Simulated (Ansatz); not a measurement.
ZrO2 (tetragonal-ZrO2 type, space group P4_2/nmc)

```
ZrO2
1.0
    3.58448     0.00000     0.00000
    0.00000     3.58448     0.00000
    0.00000     0.00000     5.17719
Zr O
2 4
Direct
  0.00000   0.00000   0.00000
  0.50000   0.50000   0.50000
  0.00000   0.50000   0.20147
  0.00000   0.50000   0.70147
  0.50000   0.00000   0.29853
  0.50000   0.00000   0.79853
```

E(V) scan at fixed shape, V₀ the volume above. The atoms relax within the cell's symmetry.

These are PBEsol (plane waves to 420 eV, PAW, scalar-relativistic; Ansatz, an electronic-structure program) values and carry that method's errors. k mesh 10×10×7 (Γ-centred), Fermi-Dirac smearing 0.05 eV. The energy includes the smearing's −TS. Compression counts positive. With the shape held, the modulus is that of even scaling; a crystal free to change shape is softer. This is a high-temperature form of ZrO2. ZrO2 is run without spin polarisation. ZrO2 was relaxed with its symmetry unable to fall. The zero of ΔE is the relaxed starting cell.

```csv
V (Å³/atom),ΔE (meV/atom)
9.978,82.9
10.255,44.2
10.532,18.7
10.809,4.4
11.087,0.0
11.364,4.0
11.641,15.3
11.918,32.9
12.195,withheld
```

**Question.** Fit a third-order Birch-Murnaghan form (E₀, V₀, B₀, B₀′ free) to the given rows and predict ΔE at V = 12.195.

**Answer.** Least squares on the 8 given rows: ΔE = E₀ + (9V₀B₀/16)·y²·[2 + (B₀′ − 4)y], y = (V₀/V)^(2/3) − 1, with V₀ = 11.087 Å³/atom, B₀ = 195.0 GPa (160.2 GPa = 1 eV/Å³; the term in eV is multiplied by 1000), B₀′ = 4.86, E₀ = -0.02 meV/atom; root-mean-square residual 0.02 meV/atom. At 12.195 the fit gives 55.9 meV/atom; the calculation gives 55.9 meV/atom, the same to the digits shown. For the pressure the fit gives -14.7 GPa against the computed -14.8 GPa.

(A scan under strain: stresses follow from slopes of the energy per volume, elastic moduli from its curvatures.)
